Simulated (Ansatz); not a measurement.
Method: DFT PBE, scalar-relativistic, plane waves, PAW in Ansatz. Settings: cutoff 420 eV, Γ-centred meshes spaced at most about 0.3 Å⁻¹, and about 0.25 Å⁻¹ or finer for metals (2π included), Gaussian smearing. No spin polarisation in the final relaxations.

Each of these unrelaxed guesses is relaxed in cell and atoms within its symmetry. A guess keeps its type if space group and coordination stay and the shape of the cell changes little (axis ratios within about 15 %, angles within 6°); the volume may change.

1. GeBiS2Br

```
Ge Bi S Br
1.0
     4.76221    0.00000    0.00000
     0.00000    4.76221    0.00000
     0.00000    0.00000    4.76221
Ge Bi S Br
1 1 2 1
Direct
  0.00000 0.00000 0.00000
  0.50000 0.50000 0.50000
  0.50000 0.00000 0.00000
  0.00000 0.50000 0.00000
  0.00000 0.00000 0.50000
```

2. LiTl2B6

```
Li Tl B
1.0
     0.00000    3.92569    3.92569
     3.92569    0.00000    3.92569
     3.92569    3.92569    0.00000
Li Tl B
1 2 6
Direct
  0.00000 0.00000 0.00000
  0.75000 0.75000 0.75000
  0.25000 0.25000 0.25000
  0.79786 0.79786 0.20214
  0.20214 0.79786 0.20214
  0.79786 0.20214 0.20214
  0.20214 0.20214 0.79786
  0.79786 0.20214 0.79786
  0.20214 0.79786 0.79786
```

3. B2Te3

```
B Te
1.0
     3.23913    0.00000    0.00000
    -1.61957    2.80517    0.00000
     0.00000    0.00000    7.85144
B Te
2 3
Direct
  0.33333 0.66667 0.50000
  0.66667 0.33333 0.50000
  0.37060 0.00000 0.00000
  0.00000 0.37060 0.00000
  0.62940 0.62940 0.00000
```

4. Be4Ga2C

```
Be Ga C
1.0
     4.51655    0.00000    0.00000
     0.00000    4.51655    0.00000
     0.00000    0.00000    3.69256
Be Ga C
4 2 1
Direct
  0.24689 0.50000 0.21129
  0.75311 0.50000 0.21129
  0.50000 0.24689 0.21129
  0.50000 0.75311 0.21129
  0.50000 0.00000 0.55192
  0.00000 0.50000 0.55192
  0.00000 0.00000 0.66678
```

Q: Which keep their type?

A: Guess 1 keeps its type.

| guess | kept | start group | end group | V start (Å³/atom) | V end | b/a and c/a, end over start | nearest neighbours start | nearest neighbours end |
| --- | --- | --- | --- | --- | --- | --- | --- | --- |
| 1 | yes | P4/mmm | P4/mmm | 21.6 | 23.9 | 1.00, 1.04 | Bi 12, Br 2, Ge 6, S 2 | Bi 12, Br 2, Ge 6, S 2 |
| 2 | no | Fm-3m | Fm-3m | 13.4 | 16.9 | 1.00, 1.00 | B 1, Li 6, Tl 12 | B 4, Li 6, Tl 12 |
| 3 | no | P-62m | P-62m | 14.3 | 22.0 | 1.00, 0.21 | B 3, Te 4 | B 6, Te 4 |
| 4 | no | P4mm | P4mm | 10.8 | 13.4 | 1.00, 1.09 | Be 3, C 4, Ga 2 | Be 3, C 12, Ga 4 |

Neighbours count within 15 % of an atom's shortest distance; end groups are read at 0.02 Å (0.05 Å in metals).

These runs have no spin–orbit coupling, which can matter for Bi, Te and Tl. A magnetic state wasn't ruled out in cells without spin, among them LiTl2B6 Fm-3m. Cells relaxed within their symmetry can be saddle points.
